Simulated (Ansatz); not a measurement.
Mg2Si (antifluorite type, space group Fm-3m)

```
Mg2Si
1.0
    0.00000     3.18221     3.18221
    3.18221     0.00000     3.18221
    3.18221     3.18221     0.00000
Si Mg
1 2
Direct
  0.00000   0.00000   0.00000
  0.25000   0.25000   0.25000
  0.75000   0.75000   0.75000
```

The slice is a {110} plane (indices of the conventional cell) through the point (0.750, 0.750, 0.750) (fractional), spanned by u = [100] and v = [1 -1 -1] in vectors of this cell: u (4.50 Å) and v (6.36 Å, at 90° to u). It covers one period; positions are fractions (u, v).

Computed with PBE (plane waves to 420 eV, PAW, scalar-relativistic; Ansatz, a quantum-chemistry and plane-wave program). k mesh 9×9×9. Near the nuclei the fields are pseudised (PAW); where an atom keeps semicore shells as valence, they peak there. Mg2Si was relaxed with its symmetry unable to fall. The PAW data are Ansatz's earlier set.

Q: Around which element is the density of the highest valence band (whole band, smooth part) largest on this plane?

A: Si. Mean over a disc round each atom, of radius 0.45 times the shortest bond: Si 0.072, Mg 0.015 e/Å³.

Q: Predict the map of the density of the lowest conduction band (whole band as if filled, smooth part) on the slice.

A: 
```
|0011446666554444445566664411|
|3344556666667777776666665544|
|6666666677889999998877666666|
|7766666677999988999977666666|
|7766555588998888889988555566|
|7766666677999988999977666666|
|6666666677889999998877666666|
|3344556666667777776666665544|
|0011446666554444445566664411|
|0000336666554444445566663300|
|0011557777554444445577775511|
|3344777777665555556677777744|
|6677777766665555556666777777|
|7777776666555555555566667777|
|7777666655555555555555666677|
|7777776666555555555566667777|
|6677777766665555556666777777|
|3344777777665555556677777744|
|0011557777554444445577775511|
|0000336666554444445566663300|
```
Scale: ten equal steps from 0.001 (start of '0') to 0.049 (end of '9'), in the order '0123456789'. Values: density of the lowest conduction band (whole band as if filled, smooth part) in e/Å³. The map has 14 points along u (two characters each, u = 0 at the left) and 20 along v (v = 0 in the bottom row).
